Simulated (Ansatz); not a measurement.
Values for one crystal, relaxed and computed with plane-wave PAW r²SCAN+D4 (Ansatz code); other levels are named.

```yaml
volume_per_atom: 46.08 Å³
band_gap: 11.49 eV (smallest direct gap 11.51 eV)
valence_band_maximum: at Γ
conduction_band_minimum: at U (k = 0.500, 0.000, 0.500)
```

Task: Which compound is it?
A. Ge, diamond
B. Te, trigonal Se type
C. N, α-N2
D. H, P2_12_12_1 (H on 4a, H on 4a)

Result: D, H, P2_12_12_1 (H on 4a, H on 4a)

The workflow started from a Materials Project entry (that database holds measured and hypothetical structures alike); the Crystallography Open Database copy checked does not list it. It is not the usual solid phase (space group No. 194). Symmetry was held in the r²SCAN+D4 relaxation; its stability against distortions is not shown here. The substance is a gas or liquid at ambient conditions.

Potentials: the later of the program's two PAW sets.
